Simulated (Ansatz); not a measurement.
# LuAl3 in the AuCu3-type structure

Computed with Ansatz (plane waves, PAW, 420 eV cutoff): PBEsol, scalar-relativistic, no spin polarisation, Γ-centred 8×8×8 mesh, 0.05 eV Gaussian smearing. The datasets are Ansatz's generated set soft_2.

```
Lu Al
1.0
     4.14691    0.00000    0.00000
     0.00000    4.14691    0.00000
     0.00000    0.00000    4.14691
Lu Al
1 3
Direct
  0.00000 0.00000 0.00000
  0.00000 0.50000 0.50000
  0.50000 0.50000 0.00000
  0.50000 0.00000 0.50000
```

The structure was built from a prototype; whether the compound forms in it isn't claimed.

Cell and atoms are those of this level's equilibrium.

The cell has space group Pm-3m (read at 0.01 Å). In it the stress is -0.01, -0.01, -0.01, 0.00, 0.00, 0.00 GPa and the largest force component 0.000 eV/Å. Each change below starts from this cell, without further relaxation. Stress is in GPa, positive in compression, in the order xx, yy, zz, yz, xz, xy; energies are counted from the cell above and are free energies with the smearing's entropy, which match forces and stress in a metal.

What happens when atom 2 (Al) is moved by 0.12 Å along z?

The energy changes by 47.1 meV per cell, and the force on it along the shift is -0.785 eV/Å (−F/u = 6.55 eV/Å²). Stress: 0.13, 0.39, 0.23, 0.00, 0.00, 0.00.
| atom | Fx (eV/Å) | Fy | Fz |
| --- | --- | --- | --- |
| Lu1 | 0.000 | 0.000 | 0.590 |
| Al2 | 0.000 | 0.000 | -0.785 |
| Al3 | 0.000 | 0.000 | 0.181 |
| Al4 | 0.000 | 0.000 | 0.014 |
In a harmonic crystal the energy would rise by −½F·u = ½ × 6.55 × 0.12² eV = 47.1 meV, which matches.

What stress follows from an engineering strain of -1 % in xy, atoms carried along?

0.02, 0.02, -0.05, 0.00, 0.00, 0.64 GPa; the energy changes by 1.4 meV per cell.
The change of the stress over the strain gives a clamped-atom stiffness of about 64 GPa for this component.
In a harmonic crystal the energy would rise by V(½Cε² − σ₀ε), with σ₀ the stress of the unstrained cell, = 1.4 meV, close to the run's value; the rest is anharmonic or numerical.

These numbers lack spin–orbit coupling.
